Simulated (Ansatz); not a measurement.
Relaxed SnO (litharge type, space group P4/nmm):

```xyz
4
Lattice="3.7690 0.0000 0.0000 0.0000 3.7690 0.0000 0.0000 0.0000 4.5602" Properties=species:S:1:pos:R:3 pbc="T T T"
Sn     1.8845     0.0000     1.1556
Sn     0.0000     1.8845     3.4046
O      0.0000     0.0000     0.0000
O      1.8845     1.8845     0.0000
```

These are PBEsol-D3(BJ) (plane waves to 420 eV, PAW, scalar-relativistic; Ansatz, a quantum-chemistry and plane-wave program) values and carry that method's errors. k mesh 10×10×8 (Γ-centred), Fermi-Dirac smearing 0.05 eV. With partly filled bands, energies and forces of such displacements shift with the k mesh and the smearing. SnO was relaxed with its symmetry unable to fall. The PAW data are Ansatz's earlier set.

One atom of the cell was then moved (with its periodic images), all else fixed, and the forces (eV/Å) came out as:

| atom | Fx | Fy | Fz |
|---|---|---|---|
| Sn1 | 0.202 | 0.053 | 0.021 |
| Sn2 | 0.053 | 0.202 | -0.021 |
| O3 | -0.548 | -0.548 | 0.000 |
| O4 | 0.293 | 0.293 | 0.000 |

Problem. Which atom was moved, and by which vector (Å)?

Solution. O3, by (0.06, 0.06, 0.00), 0.09 Å in all.

(For displaced atoms, the force is minus the slope of the energy, and its curvature is a force constant, which sets phonon frequencies.)
